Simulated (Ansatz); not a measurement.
**Field gradients of Si2W from run to run**

Cell of run 1: a COD entry whose atoms were relaxed with PBE, the cell held.

```cif
data_structure
_symmetry_space_group_name_H-M 'P 1'
_symmetry_Int_Tables_number 1
_cell_length_a 4.5478
_cell_length_b 4.5478
_cell_length_c 4.5478
_cell_angle_alpha 138.641
_cell_angle_beta 138.641
_cell_angle_gamma 59.923
_cell_volume 40.65
loop_
_atom_site_label
_atom_site_type_symbol
_atom_site_fract_x
_atom_site_fract_y
_atom_site_fract_z
_atom_site_occupancy
Si1 Si 0.33445 0.33445 0.00000 1
Si2 Si 0.66555 0.66555 0.00000 1
W3 W 0.00000 0.00000 0.00000 1
```

Atoms are numbered from 1 in the order listed; like atoms form one site, named after its first atom.

All runs are DFT with Ansatz 0.2.0 (plane waves and PAW, scalar-relativistic unless spin–orbit coupling is named, Γ-centred meshes, Fermi–Dirac smearing where given) in this cell.

Run 1: PBE, atoms relaxed; 420 eV, 14×14×14 k-points, smearing 0.05 eV.
Run 2: r2SCAN, at the relaxed atoms; 500 eV, 14×14×14 k-points, smearing 0.05 eV.
Run 3: PBE with spin–orbit coupling, at the relaxed atoms; 420 eV, 14×14×14 k-points, smearing 0.05 eV.

| run | Si V_zz (η) | W V_zz (η) |
| --- | --- | --- |
| 1 | -0.79 (0.00) | -14.64 (0.00) |
| 2 | -0.82 (0.00) | -14.89 (0.00) |
| 3 | ? | ? |

V_zz in 10²¹ V/m².

**Question.** Estimate the row of run 3.

**Answer.** Si: -0.76 (0.00); W: -14.90 (0.00). It lies nearest to run 2, from whose tensors on these sites it differs by 0.07 at most (largest principal value of the difference, on Si). Taken one at a time, spin–orbit coupling moves the tensors on these sites by up to 0.26 (largest principal value of the change, on W), the functional (r2SCAN with its higher cutoff) by 0.25 (W). Without a gap such differences can lie within the error of the k-mesh, so this order isn't firm.

In runs 1, 2, 3 there is no gap above 0.1 eV, so the gradients can move by 10 % or more with the k-mesh.
